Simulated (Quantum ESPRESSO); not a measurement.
## Al7InAs8 (finding a planted mistake in a log)

A calculation, not a measurement. The program is pw.x of Quantum ESPRESSO 7.5 (plane-wave density functional theory). The cell is made up: 16 atoms on a doubled zincblende/diamond lattice, with randomly drawn elements, strain and displacements, not relaxed. PseudoDojo standard norm-conserving files (v0.5 for PBE, v0.4.1 for LDA and PBEsol) set the functional; there is no spin polarisation, spin-orbit coupling or dispersion term, and the masses in the input are unused placeholders.

Intended input:

```
&control calculation='scf', pseudo_dir='./dojo.nc.sr.pbe.v0_5.standard.upf', outdir='./o', disk_io='low', tprnfor=.true., tstress=.true. /
&system ibrav=0, nat=16, ntyp=3, nbnd=83, ecutwfc=84.00895049, nosym=.true., tot_charge=0,
 occupations='smearing', smearing='fd', degauss=0.0018374661
/
&electrons conv_thr=7.350e-09, electron_maxstep=60, /
ATOMIC_SPECIES
Al 1.0 Al.upf
As 1.0 As.upf
In 1.0 In.upf
CELL_PARAMETERS angstrom
5.6642 0.0 0.0
0.0 5.6642 0.0
0.0 0.0 11.3285
ATOMIC_POSITIONS angstrom
Al -0.0395 0.214 -0.0741
Al -0.1159 2.6845 2.7657
Al 2.7512 0.0557 2.9572
Al 2.8075 3.0452 -0.1672
Al 0.0432 0.0014 5.7602
Al -0.0379 2.8487 8.3491
Al 2.8152 -0.0981 8.5952
In 2.7168 2.8776 5.7265
As 1.2937 1.6587 1.4641
As 1.2531 4.1451 4.3476
As 4.1941 1.5441 4.1633
As 4.2531 4.3017 1.5125
As 1.4388 1.3926 7.224
As 1.4124 4.2566 9.8391
As 4.1673 1.6944 10.0111
As 4.3082 4.3414 7.0936
K_POINTS automatic
4 4 2 1 1 1
```

The log is shortened where brackets say so; the opening notice, blank lines, dates and the lines on written files are dropped, and the path of the files is cut. It prints rydbergs, bohrs and kilobars, and counts compression as positive stress.

Log of the intended run:

```
     Program PWSCF v.7.5
     Parallel version (MPI & OpenMP), running on       4 processor cores
     Number of MPI processes:                 4
     Threads/MPI process:                     1
     [start-up lines left out]
     bravais-lattice index     =            0
     lattice parameter (alat)  =      10.7038  a.u.
     unit-cell volume          =    2452.7098 (a.u.)^3
     number of atoms/cell      =           16
     number of atomic types    =            3
     number of electrons       =       154.00
     number of Kohn-Sham states=           83
     kinetic-energy cutoff     =      84.0090  Ry
     charge density cutoff     =     336.0358  Ry
     scf convergence threshold =      7.3E-09
     mixing beta               =       0.7000
     number of iterations used =            8  plain     mixing
     Exchange-correlation= PBE
                           (   1   4   3   4   0   0   0)
     [axes and pseudopotential details left out]
   Cartesian axes
     site n.     atom                  positions (alat units)
         1        Al     tau(   1) = (  -0.0069736   0.0377812  -0.0130822  )
         2        Al     tau(   2) = (  -0.0204618   0.4739416   0.4882773  )
         3        Al     tau(   3) = (   0.4857173   0.0098337   0.5220861  )
         4        Al     tau(   4) = (   0.4956569   0.5376223  -0.0295187  )
         5        Al     tau(   5) = (   0.0076268   0.0002472   1.0169486  )
         6        Al     tau(   6) = (  -0.0066911   0.5029307   1.4740122  )
         7        Al     tau(   7) = (   0.4970163  -0.0173193   1.5174605  )
         8        In     tau(   8) = (   0.4796441   0.5080329   1.0109989  )
         9        As     tau(   9) = (   0.2283994   0.2928392   0.2584831  )
        10        As     tau(  10) = (   0.2212316   0.7318068   0.7675576  )
        11        As     tau(  11) = (   0.7404576   0.2726069   0.7350199  )
        12        As     tau(  12) = (   0.7508739   0.7594541   0.2670280  )
        13        As     tau(  13) = (   0.2540165   0.2458600   1.2753787  )
        14        As     tau(  14) = (   0.2493556   0.7514918   1.7370679  )
        15        As     tau(  15) = (   0.7357261   0.2991420   1.7674341  )
        16        As     tau(  16) = (   0.7606017   0.7664630   1.2523569  )
     number of k points=    16  Fermi-Dirac smearing, width (Ry)=  0.0018
                       cart. coord. in units 2pi/alat
        k(    1) = (   0.1250000   0.1250000   0.1249989), wk =   0.1250000
        k(    2) = (   0.1250000   0.1250000  -0.1249989), wk =   0.1250000
     [further k points left out]
     Dense  grid:   255097 G-vectors     FFT dimensions: (  64,  64, 125)
     Estimated max dynamical RAM per process >     666.50 MB
     Estimated total dynamical RAM >       2.42 GB
     Initial potential from superposition of free atoms
     starting charge     153.9771, renormalised to     154.0000
     Starting wfcs are  109 randomized atomic wfcs
     total cpu time spent up to now is       12.4 secs
     per-process dynamical memory:   454.0 Mb
     Self-consistent Calculation
     iteration #  1     ecut=    84.01 Ry     beta= 0.70
     Davidson diagonalization with overlap
     ethr =  1.00E-02,  avg # of iterations =  4.0
     Threshold (ethr) on eigenvalues was too large:
     Diagonalizing with lowered threshold
     Davidson diagonalization with overlap
     ethr =  3.60E-04,  avg # of iterations =  2.0
     total cpu time spent up to now is       62.7 secs
     total energy              =   -1862.61645408 Ry
     estimated scf accuracy    <       0.58681576 Ry
     iteration #  2     ecut=    84.01 Ry     beta= 0.70
     Davidson diagonalization with overlap
     ethr =  3.81E-04,  avg # of iterations =  7.8
     total cpu time spent up to now is       89.9 secs
     total energy              =   -1862.62919508 Ry
     estimated scf accuracy    <       0.30576614 Ry
     [iterations 3 to 11 left out]
     iteration # 12     ecut=    84.01 Ry     beta= 0.70
     Davidson diagonalization with overlap
     ethr =  1.52E-10,  avg # of iterations =  2.1
     total cpu time spent up to now is      301.7 secs
     total energy              =   -1862.74635804 Ry
     estimated scf accuracy    <       0.00000002 Ry
     iteration # 13     ecut=    84.01 Ry     beta= 0.70
     Davidson diagonalization with overlap
     ethr =  1.36E-11,  avg # of iterations =  4.9
     total cpu time spent up to now is      322.6 secs
     End of self-consistent calculation
     [lines on levels left out]
!    total energy              =   -1862.74635805 Ry
     estimated scf accuracy    <          3.2E-09 Ry
     smearing contrib. (-TS)   =      -0.00000000 Ry
     internal energy E=F+TS    =   -1862.74635805 Ry
     The total energy is F=E-TS. E is the sum of the following terms:
     one-electron contribution =   -1154.11361173 Ry
     hartree contribution      =     646.54070665 Ry
     xc contribution           =    -435.84340503 Ry
     ewald contribution        =    -919.33004794 Ry
     convergence has been achieved in  13 iterations
     Forces acting on atoms (cartesian axes, Ry/au):
     atom    1 type  1   force =     0.00517076   -0.02817400    0.03821393
     atom    2 type  1   force =    -0.02365802    0.10508865    0.03576050
     atom    3 type  1   force =    -0.02303177   -0.01660780   -0.02794859
     atom    4 type  1   force =    -0.01326603    0.01131974    0.12982300
     atom    5 type  1   force =    -0.00908921    0.04171786   -0.04199121
     atom    6 type  1   force =    -0.00169688    0.00086571    0.04974016
     atom    7 type  1   force =     0.04777872    0.06104584   -0.01042505
     atom    8 type  3   force =     0.05776160   -0.01322269    0.01810616
     atom    9 type  2   force =     0.10928194   -0.08505366   -0.08322819
     atom   10 type  2   force =    -0.04348358    0.07093976   -0.08519869
     atom   11 type  2   force =     0.00459985   -0.08066221    0.06365065
     atom   12 type  2   force =    -0.01975439    0.03130686   -0.04131622
     atom   13 type  2   force =    -0.02027779   -0.05128743    0.01059389
     atom   14 type  2   force =    -0.08741519    0.02242305    0.00268983
     atom   15 type  2   force =     0.03882763   -0.08446424   -0.08136626
     atom   16 type  2   force =    -0.02174765    0.01476455    0.02289611
     Total force =     0.362842     Total SCF correction =     0.000400
     Computing stress (Cartesian axis) and pressure
          total   stress  (Ry/bohr**3)                   (kbar)     P=       65.93
   0.00050216  -0.00014217  -0.00012936           73.87      -20.91      -19.03
  -0.00014217   0.00040805  -0.00005941          -20.91       60.03       -8.74
  -0.00012936  -0.00005941   0.00043425          -19.03       -8.74       63.88
     init_run     :     11.53s CPU     12.18s WALL (       1 calls)
     electrons    :    301.59s CPU    310.29s WALL (       1 calls)
     forces       :      4.11s CPU      4.27s WALL (       1 calls)
     stress       :     12.02s CPU     12.45s WALL (       1 calls)
     [timing details left out]
     PWSCF        :   5m29.50s CPU   5m39.63s WALL
     JOB DONE.
```

A second run was made from an input with one planted mistake. Its log:

```
     Program PWSCF v.7.5
     Parallel version (MPI & OpenMP), running on       4 processor cores
     Number of MPI processes:                 4
     Threads/MPI process:                     1
     [start-up lines left out]
     bravais-lattice index     =            0
     lattice parameter (alat)  =      10.7038  a.u.
     unit-cell volume          =    2452.7098 (a.u.)^3
     number of atoms/cell      =           16
     number of atomic types    =            3
     number of electrons       =       154.00
     number of Kohn-Sham states=           83
     kinetic-energy cutoff     =      84.0090  Ry
     charge density cutoff     =     336.0358  Ry
     scf convergence threshold =      7.3E-09
     mixing beta               =       0.7000
     number of iterations used =            8  plain     mixing
     Exchange-correlation= PBE
                           (   1   4   3   4   0   0   0)
     [axes and pseudopotential details left out]
   Cartesian axes
     site n.     atom                  positions (alat units)
         1        Al     tau(   1) = (  -0.0069736   0.0377812  -0.0130822  )
         2        Al     tau(   2) = (  -0.0204618   0.4739416   0.4882773  )
         3        In     tau(   3) = (   0.4857173   0.0098337   0.5220861  )
         4        Al     tau(   4) = (   0.4956569   0.5376223  -0.0295187  )
         5        Al     tau(   5) = (   0.0076268   0.0002472   1.0169486  )
         6        Al     tau(   6) = (  -0.0066911   0.5029307   1.4740122  )
         7        Al     tau(   7) = (   0.4970163  -0.0173193   1.5174605  )
         8        Al     tau(   8) = (   0.4796441   0.5080329   1.0109989  )
         9        As     tau(   9) = (   0.2283994   0.2928392   0.2584831  )
        10        As     tau(  10) = (   0.2212316   0.7318068   0.7675576  )
        11        As     tau(  11) = (   0.7404576   0.2726069   0.7350199  )
        12        As     tau(  12) = (   0.7508739   0.7594541   0.2670280  )
        13        As     tau(  13) = (   0.2540165   0.2458600   1.2753787  )
        14        As     tau(  14) = (   0.2493556   0.7514918   1.7370679  )
        15        As     tau(  15) = (   0.7357261   0.2991420   1.7674341  )
        16        As     tau(  16) = (   0.7606017   0.7664630   1.2523569  )
     number of k points=    16  Fermi-Dirac smearing, width (Ry)=  0.0018
                       cart. coord. in units 2pi/alat
        k(    1) = (   0.1250000   0.1250000   0.1249989), wk =   0.1250000
        k(    2) = (   0.1250000   0.1250000  -0.1249989), wk =   0.1250000
     [further k points left out]
     Dense  grid:   255097 G-vectors     FFT dimensions: (  64,  64, 125)
     Estimated max dynamical RAM per process >     666.50 MB
     Estimated total dynamical RAM >       2.42 GB
     Initial potential from superposition of free atoms
     starting charge     153.9771, renormalised to     154.0000
     Starting wfcs are  109 randomized atomic wfcs
     total cpu time spent up to now is       15.0 secs
     per-process dynamical memory:   454.2 Mb
     Self-consistent Calculation
     iteration #  1     ecut=    84.01 Ry     beta= 0.70
     Davidson diagonalization with overlap
     ethr =  1.00E-02,  avg # of iterations =  4.0
     Threshold (ethr) on eigenvalues was too large:
     Diagonalizing with lowered threshold
     Davidson diagonalization with overlap
     ethr =  3.56E-04,  avg # of iterations =  2.0
     total cpu time spent up to now is       67.7 secs
     total energy              =   -1862.64239375 Ry
     estimated scf accuracy    <       0.58057953 Ry
     iteration #  2     ecut=    84.01 Ry     beta= 0.70
     Davidson diagonalization with overlap
     ethr =  3.77E-04,  avg # of iterations =  6.9
     total cpu time spent up to now is       94.7 secs
     total energy              =   -1862.68054068 Ry
     estimated scf accuracy    <       0.23221775 Ry
     [iterations 3 to 11 left out]
     iteration # 12     ecut=    84.01 Ry     beta= 0.70
     Davidson diagonalization with overlap
     ethr =  5.46E-11,  avg # of iterations =  2.1
     total cpu time spent up to now is      344.2 secs
     total energy              =   -1862.76788468 Ry
     estimated scf accuracy    <          7.8E-09 Ry
     iteration # 13     ecut=    84.01 Ry     beta= 0.70
     Davidson diagonalization with overlap
     ethr =  5.06E-12,  avg # of iterations =  4.0
     total cpu time spent up to now is      366.9 secs
     End of self-consistent calculation
     [lines on levels left out]
!    total energy              =   -1862.76788468 Ry
     estimated scf accuracy    <          6.7E-10 Ry
     smearing contrib. (-TS)   =      -0.00000000 Ry
     internal energy E=F+TS    =   -1862.76788468 Ry
     The total energy is F=E-TS. E is the sum of the following terms:
     one-electron contribution =   -1144.56679159 Ry
     hartree contribution      =     641.86909078 Ry
     xc contribution           =    -435.83446595 Ry
     ewald contribution        =    -924.23571792 Ry
     convergence has been achieved in  13 iterations
     Forces acting on atoms (cartesian axes, Ry/au):
     atom    1 type  1   force =     0.00509683   -0.02811770    0.03742028
     atom    2 type  1   force =    -0.02342859    0.10569545    0.03687936
     atom    3 type  3   force =    -0.05353245   -0.03140700   -0.03503906
     atom    4 type  1   force =    -0.01271451    0.01123052    0.12895066
     atom    5 type  1   force =    -0.00884689    0.04226339   -0.04096975
     atom    6 type  1   force =    -0.00165365    0.00098229    0.04799259
     atom    7 type  1   force =     0.04819950    0.06069013   -0.01150845
     atom    8 type  1   force =     0.03609334   -0.00681619    0.00184402
     atom    9 type  2   force =     0.08542159   -0.06071808   -0.10630612
     atom   10 type  2   force =    -0.01829640   -0.00437219   -0.01144920
     atom   11 type  2   force =     0.01970744   -0.00141409    0.13678898
     atom   12 type  2   force =     0.01341892   -0.00059658   -0.07430828
     atom   13 type  2   force =     0.01373851   -0.01228132   -0.02860106
     atom   14 type  2   force =    -0.08782474    0.02323507    0.00305927
     atom   15 type  2   force =     0.03876164   -0.08527939   -0.08108919
     atom   16 type  2   force =    -0.05414054   -0.01309429   -0.00366406
     Total force =     0.355098     Total SCF correction =     0.000195
     Computing stress (Cartesian axis) and pressure
          total   stress  (Ry/bohr**3)                   (kbar)     P=       63.04
   0.00048295  -0.00010594  -0.00013583           71.04      -15.58      -19.98
  -0.00010594   0.00040940  -0.00000453          -15.58       60.23       -0.67
  -0.00013583  -0.00000453   0.00039328          -19.98       -0.67       57.85
     init_run     :     14.07s CPU     14.80s WALL (       1 calls)
     electrons    :    342.32s CPU    352.00s WALL (       1 calls)
     forces       :      4.60s CPU      4.76s WALL (       1 calls)
     stress       :     13.10s CPU     13.57s WALL (       1 calls)
     [timing details left out]
     PWSCF        :   6m14.34s CPU   6m25.57s WALL
     JOB DONE.
```

Question: what was wrong in the second input?

Answer: two atoms have their elements exchanged. The input lines that differ, file-writing options aside:

```
- Al 2.7512 0.0557 2.9572
+ In 2.7512 0.0557 2.9572
- In 2.7168 2.8776 5.7265
+ Al 2.7168 2.8776 5.7265
```

|  | intended run | run with the mistake |
| --- | --- | --- |
| free energy (eV) | -25343.955 | -25344.248 |
| smearing term -TS (eV) | 0.0000 | 0.0000 |
| pressure (GPa) | 6.59 | 6.30 |
| largest force component (eV/Å) | 3.338 | 3.517 |
| largest change of a force component (eV/Å) |  | 2.038 |
| iterations | 13 | 13 |

For scale, a rerun of the intended cell at a cutoff of 1437 eV and k mesh 6 x 6 x 4 moved values by no more than 0.016 eV in energy, 0.02 GPa in stress and 0.003 eV/Å in force.